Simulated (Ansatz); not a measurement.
A relaxation of cell and atoms of SnOSe as a Janus 1T monolayer with the plane-wave code Ansatz, at the level r2SCAN. The starting cell comes from a relaxation with PBE.

```yaml
crystal:
  lattice:
    - [3.5498953373, 0.0, 0.0]
    - [-1.7749476687, 3.0742995429, 0.0]
    - [0.0, 0.0, 29.2993396888]
  atoms:
    - { symbol: Sn, position: [0.0, 0.0, 0.3159433957] }
    - { symbol: O, position: [0.3333333333, 0.6666666667, 0.3469788418] }
    - { symbol: Se, position: [0.6666666667, 0.3333333333, 0.2586002366] }
  periodic: [true, true, false]
kpoints:
  mp_grid: { grid: [12, 12, 1] }
hamiltonian:
  xc: r2scan
scf:
  occupations: { method: fermi_dirac, width: 0.02 }
relax:
  f_tol: 0.005
  cell: {}
```

The trajectory has 6 recorded frames, each with positions in Å and forces in eV/Å. The last, and any step after a large change of cell, is solved on a basis re-selected at its cell; pressure is positive in compression.

Step 1: energy 0.0 meV/atom from step 1, largest force component 0.491 eV/Å
```xyz
3
Lattice="3.5499 0.0000 0.0000 -1.7749 3.0743 0.0000 0.0000 0.0000 29.2993" Properties=species:S:1:pos:R:3:forces:R:3 pbc="T T F"
Sn    0.0000    0.0000    9.2569    0.0000    0.0000   -0.1694
O     0.0000    2.0495   10.1663    0.0000    0.0000   -0.3220
Se    1.7749    1.0248    7.5768    0.0000    0.0000    0.4913
```

Step 2 (rejected): energy +4.5 meV/atom from step 1, largest force component 0.937 eV/Å
```xyz
3
Lattice="3.5301 0.0000 0.0000 -1.7651 3.0572 0.0000 0.0000 0.0000 29.2993" Properties=species:S:1:pos:R:3:forces:R:3 pbc="T T F"
Sn    0.0000    0.0000    9.2343    0.0000    0.0000    0.7194
O     0.0000    2.0381   10.1005    0.0000    0.0000    0.2174
Se    1.7651    1.0191    7.6652    0.0000    0.0000   -0.9367
```

Step 3: energy -7.8 meV/atom from step 1, largest force component 0.046 eV/Å
```xyz
3
Lattice="3.5218 0.0000 0.0000 -1.7609 3.0499 0.0000 0.0000 0.0000 29.2993" Properties=species:S:1:pos:R:3:forces:R:3 pbc="T T F"
Sn    0.0000    0.0000    9.2532    0.0000    0.0000   -0.0259
O     0.0000    2.0333   10.1438    0.0000    0.0000   -0.0202
Se    1.7609    1.0166    7.6030    0.0000    0.0000    0.0461
```

Step 4: energy -7.9 meV/atom from step 1, largest force component 0.007 eV/Å
```xyz
3
Lattice="3.5167 0.0000 0.0000 -1.7584 3.0456 0.0000 0.0000 0.0000 29.2993" Properties=species:S:1:pos:R:3:forces:R:3 pbc="T T F"
Sn    0.0000    0.0000    9.2523    0.0000    0.0000    0.0074
O     0.0000    2.0304   10.1432    0.0000    0.0000   -0.0002
Se    1.7584    1.0152    7.6045    0.0000    0.0000   -0.0072
```

Step 5: energy -7.9 meV/atom from step 1, largest force component 0.000 eV/Å
```xyz
3
Lattice="3.5169 0.0000 0.0000 -1.7584 3.0457 0.0000 0.0000 0.0000 29.2993" Properties=species:S:1:pos:R:3:forces:R:3 pbc="T T F"
Sn    0.0000    0.0000    9.2525    0.0000    0.0000   -0.0004
O     0.0000    2.0305   10.1433    0.0000    0.0000    0.0003
Se    1.7584    1.0152    7.6042    0.0000    0.0000    0.0001
```

Step 6: energy -7.8 meV/atom from step 1, largest force component 0.000 eV/Å
```xyz
3
Lattice="3.5169 0.0000 0.0000 -1.7584 3.0457 0.0000 0.0000 0.0000 29.2993" Properties=species:S:1:pos:R:3:forces:R:3 pbc="T T F"
Sn    0.0000    0.0000    9.2525    0.0000    0.0000   -0.0005
O     0.0000    2.0305   10.1433    0.0000    0.0000    0.0004
Se    1.7584    1.0152    7.6042    0.0000    0.0000    0.0001
```

The walk took 5 steps and changed the area by -1.9 %. The last SCF, on a fresh basis, lies 7.8 meV an atom below the first. Final cell: the sheet's in-plane cell has a = 3.517 Å, b = 3.517 Å (γ = 120.0°), and its outermost atoms lie 2.54 Å apart along the normal. Sn is surrounded by 3 O at 2.22 Å and 3 Se at 2.62 Å; O is surrounded by 3 Sn at 2.22 Å; Se is surrounded by 3 Sn at 2.62 Å.

**Question.** What wall time did it need on 1 × NVIDIA H100 80GB HBM3 with 2 threads of AMD EPYC 7R13 Processor (Zen 3) (shared host), load about 1.6 per core, and what peak of host memory did it reach?

**Answer.** About 23 s, with a peak of 1.3 GiB.

Computed, not measured; no magnetism was allowed, and whether the structure is a known phase isn't checked.
